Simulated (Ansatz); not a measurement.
Relaxed-ion elastic tensor of HfB$_{2}$ in space group P6/mmm (No. 191; Hf on 1a, B on 2d) in GPa (Voigt order), the program Ansatz at the PBEsol level (PAW); density 11.38 g/cm³, 9.73 Å³ per atom.

```
      1     2    3    4    5    6
-  ----  ----  ---  ---  ---  ---
1   623  65.4  129  0.0  0.0  0.0
2  65.4   623  129  0.0  0.0  0.0
3   129   129  468  0.0  0.0  0.0
4   0.0   0.0  0.0  276  0.0  0.0
5   0.0   0.0  0.0  0.0  276  0.0
6   0.0   0.0  0.0  0.0  0.0  279
```

Q: Is the crystal mechanically stable?

A: Yes: the smallest eigenvalue of C is 276 GPa.

Q: Work out the Voigt, Reuss and Hill averages.

A: K_V = 262, K_R = 261, K_H = 262; G_V = 259, G_R = 252, G_H = 255 GPa.

Q: Give Young's modulus, Poisson's ratio, Pugh's ratio and the universal anisotropy index.

A: E = 9KG/(3K + G) = 578 GPa; ν = 0.13; K/G = 1.02 (brittle by the Pugh limit of 1.75); A_U = 5G_V/G_R + K_V/K_R − 6 = 0.15.

Q: Estimate the sound speeds and the Debye temperature.

A: v_l = √((K + 4G/3)/ρ) = 7270 m/s, v_t = √(G/ρ) = 4740 m/s, mean 5190 m/s; Θ = (h/k)(3n/4πV)^(1/3) v_m = 724 K.

Q: Solve the Christoffel equation for the three sound speeds along x, y, z.

A: Eigenvalues of C_ijkl n_j n_l equal ρv². In km/s, slowest first: x 4.93, 4.95, 7.40; y 4.93, 4.95, 7.40; z 4.93, 4.93, 6.41.

Q: How much does each axis shrink under pressure?

A: Linear compressibilities β_i = Σ_j S_ij (j = 1 to 3): x 1.2, y 1.2, z 1.5 per TPa.

The cell was relaxed with PBEsol under the symmetry of its start; of distortions, only those at the zone centre were tested. The run is not spin-polarised. As this level gives no gap, shear constants depend on the k-mesh and smearing (Fermi–Dirac, 0.1 eV here). Spin–orbit coupling is left out wherever it is not named.

Potentials: the later of the program's two PAW sets.
